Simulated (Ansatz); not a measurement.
A relaxed cell of Mg5Te2 is given with its symmetry left out. The cell was found from a structure generator's guess, not taken from experiment.

Computed with DFT PBE, scalar-relativistic, plane waves, PAW in Ansatz. Cutoff 420 eV, Γ-centred mesh, Gaussian smearing, no spin polarisation.

```
Mg Te
1.0
     6.02721    0.00000    0.00000
    -3.01361    5.21972    0.00000
     0.00000    0.00000    5.90711
Mg Te
5 2
Cartesian
  0.0000 3.4798 2.9536
  3.0136 1.7399 2.9536
  3.0136 0.0000 0.0000
  -1.5068 2.6099 0.0000
  1.5068 2.6099 0.0000
  0.0000 0.0000 2.9536
  0.0000 0.0000 0.0000
```

Formation energies are uncorrected and refer to the elements' standard structures at the same level.

(1) Find its symmetry and describe it.

(2) How far does it lie from the elements in energy?

(3) Is it a metal?

Answers

(1) P6/mmm (No. 191). Conventional cell: a = 6.027 Å, c = 5.907 Å. Around Mg on a site of symmetry -6m2 lie 9 Mg at 3.43–3.48 Å and 3 Te at 3.48 Å; around Mg on a site of symmetry mmm lie 2 Te at 3.01 Å, 4 Mg at 3.01 Å and 4 Mg at 3.43 Å; Te on its first site has 2 Te at 2.95 Å, 6 Mg at 3.48 Å and 12 Mg at 4.22 Å; Te on its second site has 2 Te at 2.95 Å and 6 Mg at 3.01 Å.

(2) −0.03 eV/atom. Whether it is stable depends on the other phases of the system, which aren't compared here.

(3) Yes, bands cross the Fermi level on the 6×6×6 mesh.

The last run used a 6×6×6 mesh for its 7-atom cell and Gaussian smearing of 0.10 eV. For metals, differences of a few meV/atom aren't resolved. Spin–orbit coupling, which can matter for Te, is left out. The reference form of Te is held partly by dispersion forces, which this level lacks. Symmetry constrained the relaxation, so the result can be a saddle point.
